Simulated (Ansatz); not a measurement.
**A film clamped to a substrate in SrAl$_{2}$H$_{2}$**

Theory: DFT r2SCAN, scalar-relativistic, plane waves, PAW in Ansatz 0.2.0. Cutoff 500 eV, Γ-centred 12×12×10 k-points, Gaussian smearing of 0.15 eV. No spin polarisation. Energies are free energies at this smearing, counted from the undisturbed cell; pressure is positive in compression.

Zero of the scan (as given, not relaxed at this level; it stands at 0.1 GPa, and it needn't be the usual structure):

```
Sr Al H
1.0
     4.52530    0.00000    0.00000
    -2.26265    3.91902    0.00000
     0.00000    0.00000    4.72140
Sr Al H
1 2 2
Direct
  0.00000 0.00000 0.00000
  0.33333 0.66667 0.45890
  0.66667 0.33333 0.54110
  0.33333 0.66667 0.09760
  0.66667 0.33333 0.90240
```

The cell (5 atoms, V0 = 83.73 Å³) is strained by p along both x and y and by q along z, fractional coordinates fixed. τp = (1/V0) ∂E/∂p = (σxx + σyy)(1 + p)(1 + q) and τq = (1/V0) ∂E/∂q = σzz(1 + p)², with tension positive.

```csv
p,q,ΔE (meV/atom),τp (GPa),τq (GPa)
0.000,0.000,0.00,-0.17,-0.13
-0.040,0.000,28.85,-14.36,-1.58
0.040,0.000,22.03,10.13,1.07
0.000,-0.040,12.43,-1.61,-6.09
0.000,0.040,9.33,1.04,4.37
```

Get the second derivatives of the energy density.

Central differences give A = ∂τp/∂p = 306 GPa (C11 + C22 + 2 C12), C = ∂τq/∂q = 131 GPa (C33) and the cross term B = ∂τq/∂p = 33 GPa (C13 + C23); ∂τp/∂q = 33 GPa must equal B, and any difference shows higher-order terms. Steps this large leave an error of some per cent of A or C in all of these, which can swamp a small B. The ions are clamped.

A film of this crystal grows with z along the normal on a substrate that imposes p. How does its thickness respond, and what does the misfit cost?

Count p and q from the stress-free cell. A free surface needs τq = 0, so q = −(B/C) p = -0.25 p. The energy density left is (A − B²/C) p²/2 = M p², with the biaxial modulus M = 149 GPa; a misfit of 1 % costs 1.56 meV/atom, against 1.60 meV/atom if the thickness were held.

At p = -0.080 the energies along q are 212.6 (q = -0.080), 154.2 (q = -0.040), 127.0 (q = 0.000), 123.3 (q = 0.040), 136.7 (q = 0.080) meV/atom.

Does the linear rule hold at this misfit?

A parabola through the lowest point and its neighbours has its minimum at q = 0.029, 122.6 meV/atom. With the stress left in the starting cell, τp0 and τq0, linear elasticity gives q = −(τq0 + Bp)/C = 0.021 and E = V0(τp0 p + τq0 q + Ap²/2 + Bpq + Cq²/2)/N = 100.7 meV/atom. The energies differ by more than a tenth, so the quadratic law fails here: the gap holds the anharmonic part, with some error from the wide steps. Cubic terms also shift the vertex of so wide a parabola.

Forces appear on the atoms along this scan, and letting them relax would lower the energy and soften the response. In a metal these slopes depend on the k mesh and the smearing.